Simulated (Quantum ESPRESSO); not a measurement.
# LiMgAl3ZnW2: one composition in several site orders

Computed values, not a measurement. The program is pw.x of Quantum ESPRESSO 7.5 (plane-wave density functional theory). The cell is made up: eight metal atoms on a hexagonal close-packed lattice, with elements, volume, strain and displacements drawn at random and not relaxed, so it may be unstable or far from any real phase. PseudoDojo standard norm-conserving files set the functional (PBE unless stated); there is no spin polarisation or spin-orbit coupling, the Fermi-Dirac width of 0.25 eV means electrons at about 2900 K, and the masses in the input are unused placeholders. Heavy elements are run without spin-orbit coupling, which real alloys of them have. A spin test at this wide smearing found no moment, but such smearing suppresses magnetism that the real alloy may have.

The runs put one composition on the sites in different orders. Cell, positions, cutoff, mesh and smearing stay as in the input of run 1; sites are counted in its order. Stress in the tables is positive in tension.

Input of run 1:

```
&control calculation='scf', pseudo_dir='./dojo.nc.sr.pbe.v0_5.standard.upf', outdir='./o', disk_io='minimal', tprnfor=.true., tstress=.true. /
&system ibrav=0, nat=8, ntyp=5, nbnd=45, ecutwfc=84.00895049, nosym=.true., tot_charge=0,
 occupations='smearing', smearing='fd', degauss=0.0183746611
/
&electrons conv_thr=1.470e-08, electron_maxstep=70, mixing_beta=0.5 /
ATOMIC_SPECIES
Al 1.0 Al.upf
Li 1.0 Li.upf
Mg 1.0 Mg.upf
W 1.0 W.upf
Zn 1.0 Zn.upf
CELL_PARAMETERS angstrom
-2.9525 0.0 0.0
0.0 5.1139 -4.9018
0.0 -5.1139 -4.9018
ATOMIC_POSITIONS angstrom
Li 0.0275 -0.0194 -0.0595
Mg -0.0137 1.6599 -2.4966
Al 0.0139 0.0352 -4.8257
Al -0.0438 1.6114 -7.3307
Al -1.4501 -0.8593 -2.5459
Zn -1.4179 -2.5242 -4.8456
W -1.4743 -0.7821 -7.3715
W -1.5023 2.569 -4.9447
K_POINTS automatic
8 4 4 1 1 1
```

```
run  elements on sites 1 to 8  free energy less that of run 1 (eV)  -TS (eV)  pressure (GPa)  stress xx (GPa)  stress yy (GPa)  stress zz (GPa)  stress yz (GPa)  stress xz (GPa)  stress xy (GPa)  iterations
  1     Li Mg Al Al Al Zn W W                                0.000    -0.959          -12.30            13.29             8.77            14.83             3.55             0.02            -0.14          13
  2     Al W Al Zn Li Al Mg W                               -0.075    -1.039          -12.14            14.93             8.15            13.35             0.13             0.00            -0.06          15
  3     Al Al Al Zn W Mg W Li                               -0.437    -1.051          -13.11            16.93            10.34            12.07            -0.50             0.03            -0.03          15
  4     Zn Al W Li Al Mg Al W                               -0.454    -0.943          -11.98            12.62             9.18            14.13            -1.09             0.01             0.36          15
  5     Al Mg Al W Al Zn W Li                                0.002    -1.083          -11.08            11.74             9.12            12.37            -1.65            -0.02             0.55          13
  6     Li Zn Al Mg W Al Al W                                0.315    -0.949          -11.61            12.98             8.25            13.59            -3.17             0.08             0.00          15
```

Forces Fx Fy Fz (eV/Å):

```
site              run 1              run 2              run 3              run 4              run 5              run 6
   1    -0.03 0.09 0.13  -0.06 -0.42 -0.63   -0.03 -0.69 0.07   -0.03 -0.45 0.03   -0.05 -0.10 1.04   -0.02 0.10 -0.10
   2     0.04 0.80 0.21    0.10 0.70 -0.15     0.04 0.49 0.18    0.05 0.35 -0.73     0.05 0.78 0.42   0.02 -0.08 -0.05
   3   -0.02 0.20 -1.06    -0.02 0.61 0.31   0.01 -0.70 -0.51    0.15 0.77 -0.51  -0.01 -0.35 -1.41     0.00 0.49 0.23
   4    0.08 -0.08 0.27     0.06 0.57 0.24     0.09 0.57 0.08     0.08 0.27 0.22  -0.09 -0.26 -0.63     0.15 0.79 0.09
   5   -0.04 -0.83 0.67   -0.02 -0.16 0.18    -0.05 0.70 0.39   -0.05 -0.25 0.44   -0.08 -1.22 0.35   -0.07 -0.74 0.55
   6   -0.03 0.28 -0.26  -0.03 -0.36 -0.88  -0.07 -0.10 -0.26  -0.10 -0.33 -0.45   -0.04 0.06 -0.02   -0.07 0.37 -0.14
   7  -0.05 -0.82 -0.03  -0.03 -0.54 -0.01   -0.02 -0.44 0.14   -0.04 -0.40 0.35     0.19 0.97 0.29  -0.04 -1.33 -0.42
   8     0.06 0.36 0.07    0.00 -0.41 0.94    0.02 0.17 -0.09    -0.05 0.05 0.64    0.02 0.12 -0.06    0.04 0.40 -0.17
```

The sites are displaced and not relaxed, so the energy differences hold strain from misfit and are not ordering energies. A rerun of one cell of this series at a higher cutoff and on a denser mesh moved values by no more than 0.004 eV in energy, 0.02 GPa in stress and 0.008 eV/Å in force, and a second program with other atomic files agreed on that cell to 2 % rms in force and 0.5 GPa in pressure.